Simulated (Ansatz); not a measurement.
TaN:
```
CELL_PARAMETERS angstrom
      0.00000     2.19822     2.19822
      2.19822     0.00000     2.19822
      2.19822     2.19822     0.00000
ATOMIC_POSITIONS crystal
  N  0.00000 0.00000 0.00000
  Ta 0.50000 0.50000 0.50000
```

Relaxed with r²SCAN. Special points in fractions of this cell's reciprocal vectors: Γ (0.000, 0.000, 0.000); X (0.500, 0.000, 0.500); U (0.625, 0.250, 0.625); K (0.375, 0.375, 0.750); L (0.500, 0.500, 0.500); W (0.500, 0.250, 0.750).

### Question
List the band energies nearest the Fermi level at these points for r²SCAN with spin–orbit coupling (plane waves, PAW; program Ansatz).

### Answer
In eV from the Fermi level; about four levels below and three above (degenerate sets whole), none deeper than 8.9 eV; points with the same levels are listed once.

| k | below | above |
|---|---|---|
| Γ | -2.25 -2.25 -2.25 -2.25 -1.86 -1.86 | 0.29 0.29 0.29 0.29 |
| X | -5.10 -5.10 -4.77 -4.77 | 2.30 2.30 3.32 3.32 |
| U | -6.47 -6.47 -2.25 -2.25 | 2.40 2.40 2.76 2.76 |
| L | -7.99 -7.99 -7.90 -7.90 | 1.85 1.85 1.91 1.91 |
| W | -0.24 -0.24 -0.09 -0.09 | 3.50 3.50 4.47 4.47 |

Space group Fm-3m (rock salt). Symmetry was held in the r²SCAN relaxation; of distortions, only those at the zone centre were tested. No spin polarisation was allowed.

Potentials: the later of the program's two PAW sets.
